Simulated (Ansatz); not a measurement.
## W: generalised stacking fault

These are results of Ansatz 0.2.0, DFT PBEsol, scalar-relativistic, plane waves, PAW, not measurements. The runs took a 420 eV cutoff, a Γ-centred 16×16×4 mesh and Gaussian smearing (0.15 eV). Spin–orbit coupling is left out, which can shift energies with elements as heavy as these. No spin polarisation. Energies are free energies at this smearing, counted from the undisturbed cell; pressure is positive in compression.

Zero of the scan (as given, not relaxed at this level; it stands at -12.6 GPa; this fcc form isn't the usual structure):

```
W
1.0
    -2.03000   -2.03000    0.00000
     2.03000   -2.03000    0.00000
     0.00000    0.00000   12.18000
W
6
Direct
  0.00000 0.00000 0.91665
  0.50000 0.50000 0.08332
  0.00000 0.00000 0.24998
  0.50000 0.50000 0.41665
  0.00000 0.00000 0.58332
  0.50000 0.50000 0.74998
```

The cut lies on the cell's a–b face, a (0 0 1) plane (indices in the standard cell, whose axes needn't be the Cartesian ones shown) of area 8.24 Å², between layers 2.03 Å apart. Vector c is tilted by f times 1·a − 1·b (length 4.060 Å) with the atoms' Cartesian places fixed: one unrelaxed fault a cell. The cell is metallic on the mesh throughout. At -13 GPa the given cell is far from its own equilibrium, so these figures belong to a strongly strained crystal.

| f | γ (mJ/m²) | shear traction, the slope of γ along the slip (GPa) |
| --- | --- | --- |
| 0.0000 | 0 | 0.0 |
| 0.0833 | 20 | 4.6 |
| 0.1667 | 537 | 28.1 |
| 0.2500 | ? | ? |
| 0.3333 | 3688 | 51.7 |
| 0.4167 | 5277 | 38.9 |
| 0.5000 | ? | ? |

By symmetry 0.6667 repeats 0.3333, 0.8333 repeats 0.1667, 0.5833 repeats 0.4167, 0.7500 repeats 0.2500, 0.9167 repeats 0.0833 in energy, with the opposite slope along the path.

Problem. Give the withheld values.

Solution. γ (mJ/m²) at f = 0.2500: 1914; shear traction, the slope of γ along the slip (GPa) at f = 0.2500: 50.5; γ (mJ/m²) at f = 0.5000: 5998; shear traction, the slope of γ along the slip (GPa) at f = 0.5000: 0.1.

Cost: 7 runs of about 7.3 core-minutes in all, on Arm Neoverse V1 (shared hosts).